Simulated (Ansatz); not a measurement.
Values for one crystal, relaxed and computed with the program Ansatz at the PBE level (PAW); other levels are named.

| Quantity | Value |
|---|---|
| Volume per atom | 14.54 Å³ |
| Electronic character | metallic (no gap) |
| Pressure derivative B′ | 4.5 |
| Bulk modulus (Birch–Murnaghan fit) | 190 GPa |
| Formation energy from the elements (no fitted shifts) | -1.10 eV/atom |
| Density of states at the Fermi level | 0.15 states/eV per atom (mean over ±0.08 eV) |

Pick the material that matches.
(A) Cu3N, Fm-3m (N on 4a, Cu on 4b, Cu on 8c)
(B) La2TaReN6, Fm-3m (La on 8c, Ta on 4b, Re on 4a, N on 24e)
(C) WC, NiAs type
(D) La2WN4, I4/mmm (La on 4e, W on 2a, N on 4e, N on 4c)

D, La2WN4, I4/mmm (La on 4e, W on 2a, N on 4e, N on 4c)

The start of the workflow was typed in or built on a structure type; neither database checked (COD, Materials Project) lists it. Whether it is the stable phase at ambient conditions was not checked. Symmetry was held in the PBE relaxation; its stability against distortions is not shown here. The workflow began spin-polarised and lost its moments. The cell computed holds one magnetic atom, so no antiferromagnetic order was within reach. The references are the lowest solids computed at this level, not always the standard phases (solids in place of the gases). Spin–orbit coupling is left out wherever it is not named.

Potentials: the later of the program's two PAW sets.
